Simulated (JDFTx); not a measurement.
Input for a modified build of JDFTx: germanic acid, GeH4O4 (SMILES [OH][Ge]([OH])([OH])[OH]), charge 0, multiplicity 1, vacuum; lengths in bohr, energies in hartree.

```
lattice \
  21.2594189020 0.0000000000 0.0000000000 \
  0.0000000000 21.2594189020 0.0000000000 \
  0.0000000000 0.0000000000 19.3696927774
coords-type Cartesian
ion O 2.1515617561 1.7236829064 -1.7721174599 0
ion Ge 0.0035995982 0.0207324571 -0.0198601253 0
ion O 1.6888425690 -2.1475427010 1.7246678097 0
ion O -1.6779058017 2.1472727475 1.7788797334 0
ion O -2.1469868941 -1.6400152352 -1.8087068522 0
ion H 3.5158220457 0.7742852602 -2.4754259440 0
ion H 0.7298784050 -3.5068274561 2.4254555073 0
ion H -0.7244175905 3.5068274561 2.4841222155 0
ion H -3.5158220457 -0.6764489753 -2.4841222155 0
ion-species pseudo/o_pbe_v1.2.upf
ion-species pseudo/ge_pbe_v1.4.upf
ion-species pseudo/h_pbe_v1.4.upf
elec-cutoff 20 100
elec-ex-corr gga-PBE
symmetries none
coulomb-interaction Isolated
coulomb-truncation-embed 0 0 0
elec-n-bands 24
converge-empty-states yes
electronic-scf nIterations 100 energyDiffThreshold 1e-8
dump-name s0.$VAR
dump End State Ecomponents EigStats BandEigs Forces ElecDensity IonicPositions
```

The minimisation and the closing blocks of the log:

```
Will mix electronic density at each iteration.
SCF: Cycle:  0   Etot: -160.988375623695674   dEtot: -4.003e-01   |Residual|: 4.359e-01   |deigs|: 2.737e-02
SCF: Cycle:  1   Etot: -161.080726130920652   dEtot: -9.235e-02   |Residual|: 1.625e-01   |deigs|: 3.754e-02
SCF: Cycle:  2   Etot: -161.089852357885718   dEtot: -9.126e-03   |Residual|: 6.435e-02   |deigs|: 1.741e-02
SCF: Cycle:  3   Etot: -161.092478501757114   dEtot: -2.626e-03   |Residual|: 1.656e-02   |deigs|: 1.401e-02
SCF: Cycle:  4   Etot: -161.092721992834385   dEtot: -2.435e-04   |Residual|: 6.805e-03   |deigs|: 4.899e-03
SCF: Cycle:  5   Etot: -161.092834009580429   dEtot: -1.120e-04   |Residual|: 4.351e-03   |deigs|: 3.351e-03
SCF: Cycle:  6   Etot: -161.092864092460246   dEtot: -3.008e-05   |Residual|: 3.087e-03   |deigs|: 4.338e-03
SCF: Cycle:  7   Etot: -161.092864351432041   dEtot: -2.590e-07   |Residual|: 2.255e-03   |deigs|: 2.248e-03
SCF: Cycle:  8   Etot: -161.092865154912857   dEtot: -8.035e-07   |Residual|: 1.453e-03   |deigs|: 2.397e-03
SCF: Cycle:  9   Etot: -161.092873901177967   dEtot: -8.746e-06   |Residual|: 1.429e-03   |deigs|: 1.206e-03
SCF: Cycle: 10   Etot: -161.092879507850057   dEtot: -5.607e-06   |Residual|: 5.582e-04   |deigs|: 2.970e-04
SCF: Cycle: 11   Etot: -161.092882216509395   dEtot: -2.709e-06   |Residual|: 5.848e-04   |deigs|: 3.523e-04
SCF: Cycle: 12   Etot: -161.092882766789387   dEtot: -5.503e-07   |Residual|: 7.791e-04   |deigs|: 2.844e-04
SCF: Cycle: 13   Etot: -161.092883248788837   dEtot: -4.820e-07   |Residual|: 1.805e-04   |deigs|: 1.236e-04
SCF: Cycle: 14   Etot: -161.092883356530564   dEtot: -1.077e-07   |Residual|: 1.341e-04   |deigs|: 5.617e-05
SCF: Cycle: 15   Etot: -161.092883390782930   dEtot: -3.425e-08   |Residual|: 6.260e-05   |deigs|: 3.614e-05
SCF: Cycle: 16   Etot: -161.092883402338856   dEtot: -1.156e-08   |Residual|: 7.304e-05   |deigs|: 2.495e-05
SCF: Cycle: 17   Etot: -161.092883412686490   dEtot: -1.035e-08   |Residual|: 3.760e-05   |deigs|: 2.406e-05
SCF: Cycle: 18   Etot: -161.092883415302623   dEtot: -2.616e-09   |Residual|: 1.770e-05   |deigs|: 4.069e-05
SCF: Cycle: 19   Etot: -161.092883418238443   dEtot: -2.936e-09   |Residual|: 1.183e-05   |deigs|: 1.102e-05
SCF: Converged (|Delta E|<1.000000e-08 for 2 iters).
Converging empty states (this may take a while): |deigs|: 4.221e-05

# Ionic positions in cartesian coordinates:
ion O   2.151561756100000   1.723682906400000  -1.772117459900000 0
ion O   1.688842569000000  -2.147542700999999   1.724667809700000 0
ion O  -1.677905801700000   2.147272747500000   1.778879733400000 0
ion O  -2.146986894099999  -1.640015235200000  -1.808706852200000 0
ion Ge   0.003599598200000   0.020732457100000  -0.019860125300000 0
ion H   3.515822045699999   0.774285260200000  -2.475425944000000 0
ion H   0.729878405000000  -3.506827456099999   2.425455507300000 0
ion H  -0.724417590500000   3.506827456099999   2.484122215500000 0
ion H  -3.515822045699999  -0.676448975300000  -2.484122215500000 0

# Forces in Cartesian coordinates:
force O   0.001053992792948   0.031841384651838  -0.005754528809624 0
force O   0.031801975332211  -0.001471133973876   0.005790188326330 0
force O  -0.032096617572201   0.000657633477340   0.006003401558465 0
force O  -0.001208978305729  -0.031732036417376  -0.006605114106668 0
force Ge   0.000005092882262   0.000070649590313   0.000156276600647 0
force H   0.018932089205383  -0.014935176074814  -0.009135247551285 0
force H  -0.014980022020355  -0.018663642993693   0.008947839217141 0
force H   0.015265998867055   0.019108792484613   0.009240477596070 0
force H  -0.018791149594451   0.015058367150071  -0.008589857392510 0

# Energy components:
   Eewald =      182.7584925671274618
       EH =      323.1158560378906941
     Eloc =     -698.0679502126719171
      Enl =       24.1834451394004972
      Exc =      -45.3469976966219193
 Exc_core =       12.7197131021835634
       KE =       39.5445576444531497
-------------------------------------
     Etot =     -161.0928834182384435


	eMin: -1.100632 at state 0 ( [ +0.000000 +0.000000 +0.000000 ] spin 0 )
	HOMO: -0.275470 at state 0 ( [ +0.000000 +0.000000 +0.000000 ] spin 0 )
	LUMO: -0.060178 at state 0 ( [ +0.000000 +0.000000 +0.000000 ] spin 0 )
	HOMO-LUMO gap: +0.215292
```

The run took 20 electronic cycles; the highest occupied level lies at -7.50 eV from the vacuum level.
